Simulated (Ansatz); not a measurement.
LaC₂ (MoSi2 or CaC2 type, I4/mmm) under volume change, plane-wave PAW LDA (Ansatz code), shape and atoms relaxed at each volume.

```json
[
 {"V (Å³/atom)": "15.154", "E − E(relaxed) (meV/atom)": "21.3", "P (GPa)": "7.49"},
 {"V (Å³/atom)": "15.638", "E − E(relaxed) (meV/atom)": "5.0", "P (GPa)": "3.43"},
 {"V (Å³/atom)": "16.121", "E − E(relaxed) (meV/atom)": "0.0", "P (GPa)": "0.00"},
 {"V (Å³/atom)": "16.605", "E − E(relaxed) (meV/atom)": "[?]", "P (GPa)": "[?]"},
 {"V (Å³/atom)": "17.088", "E − E(relaxed) (meV/atom)": "[?]", "P (GPa)": "[?]"}
]
```

Q: Complete the blanks.

A: 
- 17.088, E − E(relaxed) (meV/atom): 17.1
- 17.088, P (GPa): -5.36
- 16.605, E − E(relaxed) (meV/atom): 4.5
- 16.605, P (GPa): -2.91

Q: What does a third-order Birch–Murnaghan fit give for V₀, B₀ and B′?

A: V₀ = 16.12 Å³/atom, B₀ = 105 GPa, B′ = 4.6.

The workflow started from a Materials Project entry (that database holds measured and hypothetical structures alike); the Crystallography Open Database files this formula in space group No. 139, but the cells were not matched. Its standing as an ambient phase is unchecked. Symmetry was held in the LDA relaxation; its stability against distortions is not shown here. Spin–orbit coupling is left out wherever it is not named.

Potentials: the later of the program's two PAW sets.
